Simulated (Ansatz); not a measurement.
Compressing ZnS: a fit and a missing row

ZnS, P6_3mc, a = 3.810 Å, c = 24.909 Å. The compound has several low-lying forms, and this is one of them. Ansatz: r2SCAN, PAW, 500 eV, Γ-centred 6×6×1 mesh on 16 atoms, Gaussian smearing 0.02 eV; no spin polarisation. Shape and atoms are relaxed at each volume; pressure is positive in compression.

| V (Å³/atom) | P (GPa) |
| --- | --- |
| 17.222 | 13.26 |
| 17.809 | 9.10 |
| 18.396 | ? |
| 18.983 | 2.56 |
| 19.570 | 0.00 |
| 20.157 | -2.17 |
| 20.745 | -4.03 |
| 21.527 | -6.08 |

Question: Take V0 = 19.570 Å³/atom, fit the third-order Birch–Murnaghan form to the other rows, and predict the missing pressure.

Answer: With the Eulerian strain f = ½[(V0/V)^(2/3) − 1] and y = P/[3f(1 + 2f)^(5/2)], the form is the line y = B0 + 1.5 B0 (B0′ − 4) f. Rows (f, y): 0.04447, 80.3; 0.03244, 79.9; 0.01026, 79.1; -0.00975, 77.9; -0.01906, 77.7; -0.03078, 77.2. Means f = 0.004597, y = 78.683; Σ(Δf)² = 0.004414, ΣΔfΔy = 0.1877; the slope is their ratio. y = 78.49 + 42.52 f GPa, so B0 = 78.5 GPa and B0′ = 4 + 2 × (42.52)/(3 × 78.49) = 4.36. At V = 18.396, f = 0.02105, y = 79.39 and P = 5.56 GPa. The run gave 5.56 GPa, the same to the digits shown.

Cost: 8 runs of about 24 core-minutes in all, on Intel Xeon Processor @ 2.50GHz (Skylake/Cascade Lake) (shared hosts).